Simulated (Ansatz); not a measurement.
Mn₃ZnN (anti-perovskite, Pm-3m) under volume change, PBEsol in the plane-wave PAW code Ansatz, scaled uniformly.

| V (Å³/atom) | E − E(relaxed) (meV/atom) | P (GPa) |
|---|---|---|
| 9.421 | ___ | ___ |
| 9.732 | 31.8 | 17.24 |
| 10.042 | ___ | ___ |
| 10.353 | 0.0 | -0.02 |
| 10.663 | 6.8 | -6.85 |
| 10.974 | 25.8 | -12.48 |
| 11.285 | 54.3 | -16.63 |

Task: Some entries are withheld; supply them.

Result: 
- 9.421, E − E(relaxed) (meV/atom): 75.6
- 9.421, P (GPa): 28.24
- 10.042, E − E(relaxed) (meV/atom): 7.5
- 10.042, P (GPa): 8.01

Task: What does a third-order Birch–Murnaghan fit give for V₀, B₀ and B′?

Result: V₀ = 10.35 Å³/atom, B₀ = 240 GPa, B′ = 4.8.

The first step of the workflow began from a Materials Project structure, measured or hypothetical; the Crystallography Open Database files this formula in space group No. 221, but the cells were not matched. Whether it is the stable phase at ambient conditions was not checked. Symmetry was held in the PBEsol relaxation; its stability against distortions is not shown here. The final state is ferromagnetic, chosen from 4 collinear starts compared on coarse meshes (ties went to the first, and starts can fall back to one state), not a proven ground state. No Hubbard U is applied.

Potentials: the later of the program's two PAW sets.
